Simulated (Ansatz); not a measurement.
Theory: DFT, PBEsol, plane waves (420 eV) with PAW, scalar-relativistic in Ansatz. (PAW data from PBE, frozen cores regenerated.)

An element in the bcc structure gives this curve. The cell is scaled uniformly from the relaxed one, with fractional coordinates and shape fixed. Energies are extrapolated to zero smearing, pressures are those at the given smearing. Magnetic state: spin not included.

```
V (Å³/atom)  E − E₀ (meV/atom)  P (GPa)
     14.768              113.8    21.07
     15.439               45.5    12.08
     16.110               10.1     5.19
     16.782                0.0    -0.10
     17.453                9.3    -4.15
     18.124               33.4    -7.23
     18.795               68.8    -9.57
```

(1) Which element is it?
A. tungsten
B. niobium
C. tantalum
D. silver

Answers

(1) D. Its fit is V₀ = 16.77 Å³/atom, B₀ = 116 GPa, B₀′ = 5.7.
